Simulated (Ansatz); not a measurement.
NaCl (rock salt)

```
NaCl
1.0
    0.00000     2.80386     2.80386
    2.80386     0.00000     2.80386
    2.80386     2.80386     0.00000
Cl Na
1 1
Direct
  0.00000   0.00000   0.00000
  0.50000   0.50000   0.50000
```

The slice is a {110} plane (indices of the conventional cell) through the point (0.500, 0.500, 0.500) (fractional), spanned by u = [100] and v = [1 -1 -1] in vectors of this cell: u (3.97 Å) and v (5.61 Å, at 90° to u). It covers one period; positions are fractions (u, v).

The numbers are results of r2SCAN (plane waves to 500 eV, PAW, scalar-relativistic; Ansatz, a program for electronic structure), not measurements. k mesh 10×10×10. Inside the PAW spheres the values are not all-electron values, and peaks at nuclei hang on which shells count as valence. NaCl was relaxed with its symmetry unable to fall.

**Question.** Sketch the electrostatic potential energy of an electron, from the cell's mean on this plane as a map.

**Answer.** 
```
v \ u  0.00  0.15  0.30  0.45  0.60  0.75  0.90
-----  ----  ----  ----  ----  ----  ----  ----
0.96      x     x   2.2   5.1   4.6  -0.1     x
0.86      x     x   3.8   5.3   5.1   2.8     x
0.75    3.3   4.2   5.2   5.5   5.5   5.0   3.8
0.64      x     x   5.2   5.5   5.5   4.4     x
0.54      x     x   3.6   5.3   5.2  -0.2     x
0.43      x     x   4.2   5.3   5.3   1.4     x
0.32   -0.9   2.9   5.4   5.5   5.6   5.1   1.2
0.21    2.2   3.3   4.9   5.5   5.4   4.4   2.8
0.11      x     x   3.2   5.2   4.9   1.7     x
0.00      x     x   2.1   5.1   4.5     x     x
```

Values: electrostatic potential energy of an electron, from the cell's mean, in eV. Points within 1 Å of a nucleus are blanked (x), as the pseudised field means little there. The zero, the cell's mean, hangs on the PAW cores.
